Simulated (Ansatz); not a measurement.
Two-dimensional strain map in As

Theory: DFT LDA, scalar-relativistic, plane waves, PAW (Ansatz). Cutoff 420 eV, Γ-centred 18×18×18 k-points, Gaussian smearing of 0.15 eV. No spin polarisation. Energies are free energies at this smearing, counted from the undisturbed cell; pressure is positive in compression.

Reference structure (as given, not relaxed at this level; it stands at -2.7 GPa; this simple cubic form isn't the usual structure):

```
As
1.0
     2.70368    0.00000    0.00000
     0.00000    2.70368    0.00000
     0.00000    0.00000    2.70368
As
1
Direct
  0.50000 0.50000 0.50000
```

The cell is strained by p along both x and y and by q along z, fractional coordinates fixed. Points are written (p, q).

Energy above the undisturbed cell in meV/atom (a dash: not computed):

```csv
p \ q,-0.030,-0.015,0.000,0.030
-0.030,15.2,7.2,4.9,15.9
0.000,2.0,–,0.0,19.3
0.030,40.6,–,43.5,67.6
```

Pressure in GPa:

```
 p \ q  -0.030  -0.015  0.000  0.030
-0.030     6.3     4.5    2.9    0.3
 0.000    -0.1       –   -2.7   -4.9
 0.030    -4.5       –   -6.8   -8.6
```